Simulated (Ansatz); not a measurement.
Relax this structure to zero stress and force, keeping its symmetry:

```xyz
6
Lattice="-2.3600 2.3600 8.2700 2.3600 -2.3600 8.2700 2.3600 2.3600 -8.2700" Properties=species:S:1:pos:R:3 pbc="T T T"
Ca    0.0000    2.3600    0.0000
Ca    2.3600    0.0000    0.0000
Ca    0.0000    0.0000    5.5244
Ca    0.0000    0.0000   11.0156
Bi    0.0000    0.0000    2.3156
Bi    0.0000    0.0000   14.2244
```

Level of theory: DFT r2SCAN, scalar-relativistic, plane waves, PAW (Ansatz).

Cutoff 500 eV; k points 10×10×10 on the computed 6-atom cell (Γ-centred); Gaussian smearing, width 0.01 eV; no spin polarisation.

Task: What does it relax to?

Result: The volume increases by 2.39 Å³/atom to 33.10 Å³/atom, and the energy falls by 33.3 meV/atom. Final structure:
```
Ca Bi
1.0
    -2.42047    2.42047    8.47375
     2.42047   -2.42047    8.47375
     2.42047    2.42047   -8.47375
Ca Bi
4 2
Cartesian
  0.0000 2.4205 0.0000
  2.4205 0.0000 0.0000
  0.0000 0.0000 5.5262
  0.0000 0.0000 11.4213
  0.0000 0.0000 2.3107
  0.0000 0.0000 14.6368
```

Spin–orbit coupling is left out, which can shift energies with elements as heavy as these.